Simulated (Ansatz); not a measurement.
## Structure relaxation, W

The start is a relaxed W cell, doubled along one cell vector, shaken by Gaussian noise of σ = 0.08 Å a coordinate. Cell shape, volume and atoms are optimised at zero target pressure with r2SCAN (plane waves to 500 eV, PAW, scalar-relativistic; Ansatz, a program for electronic structure). First-step values are on the input's coarse k-mesh.

Ansatz input (later rounds restart from its end on a renewed k-mesh):
Ansatz 0.2 input:
```yaml
crystal:
  lattice:
    - [0, 2.2012205421, 4.9583527887]
    - [1.5331083276, 0, 4.9583527887]
    - [3.0662166552, 4.4024410842, 0]
  atoms:
    - { symbol: W, position: [0.1208922877, 0.1462802172, 0.4242961281] }
    - { symbol: W, position: [0.106851215, 0.1814195993, 0.9379484638] }
    - { symbol: W, position: [0.8658172579, 0.8787410171, 0.0917419121] }
    - { symbol: W, position: [0.8915639782, 0.8415063063, 0.5582925902] }
basis: { ecutwfc: 500, ecutrho_ratio: 4, xc_grid: 4, fft_grid_basis: typed }
kpoints: { mp_grid: { grid: [13, 13, 7] } }
hamiltonian:
  xc: r2scan
  dispersion: none
  pseudopotentials: { azcp: { folder: ./paw }, kind: paw }
scf: { occupations: { method: fermi_dirac, width: 0.05 } }
relax: { f_tol: 0.01, max_steps: 100, cell: { stress_tol: 0.02 } }
output: { forces: true, stress: true }
```

How large is the pressure on the unrelaxed cell, and of which sign?

+2.8 GPa (positive: the cell is compressed).

Which atoms feel the largest initial force, and how large is it?

1.84 eV/Å, on W3 (atoms numbered as listed).

Does it find its way back to the structure it was made from?

It does not go back: it reaches Im-3m (No. 229), bcc (W type), 0.79 eV/atom below the parent.

How do the shortest distances between atoms change?

The closest pairs of elements (up to four, under 3.6 Å), start → end: W–W 2.52 → 2.75 Å.

What band gap does the relaxed structure have at this level?

No gap (metallic).

Give the final cell and atomic positions.


Space group Im-3m (No. 229); a = 3.170 Å, b = 3.170 Å, c = 3.170 Å, α = 90.00°, β = 90.00°, γ = 90.00°

```
atom  site  symmetry       x       y       z
----  ----  --------  ------  ------  ------
W       2a      m-3m  0.0000  0.0000  0.0000
```
(The calculation used a cell of 1 atom; values per cell refer to that cell.)

Final values are on a 21×21×21 k-mesh of the relaxed cell. No spin polarisation in the result.

Of the parent cell (Fmmm (No. 69)): it is a generated cell of W: the first start was made by placing the elements on the sites of a structure type, and the end was not matched to a known phase here, so it may be hypothetical. Known forms of W include space group No. 229.
